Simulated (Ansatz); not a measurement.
In PBEsol (plane waves, PAW; program Ansatz), MoW in the CsCl type structure (Pm-3m) relaxes to a = 3.142 Å. Against the elements it lies at -0.013 eV/atom, with no fitted shifts.

Electronic character: metallic (no gap). Gap from PBEsol with spin–orbit coupling: none (metallic).

The bulk modulus is 300 GPa. The relaxed-ion elastic constants in GPa are C11 = 525, C12 = 190, C44 = 128. The elastic constants imply a Debye temperature near 411 K. The highest mode at Γ lies at 186 cm⁻¹.

The start of the workflow was typed in or built on a structure type; neither database checked (COD, Materials Project) lists it. Whether it is the stable phase at ambient conditions was not checked. The PBEsol relaxation kept the symmetry of its start; its stability against distortions is not shown here. The run is not spin-polarised. As this level gives no gap, shear constants depend on the k-mesh and smearing (Fermi–Dirac, 0.1 eV here). As this level gives no gap, phonon frequencies hold no LO–TO term and depend on the k-mesh and smearing (Fermi–Dirac, 0.1 eV here). The references are the lowest solids computed at this level, not always the standard phases. Scalar-relativistic: spin–orbit coupling is off unless named, which matters more the heavier the elements.

Potentials: the later of the program's two PAW sets.
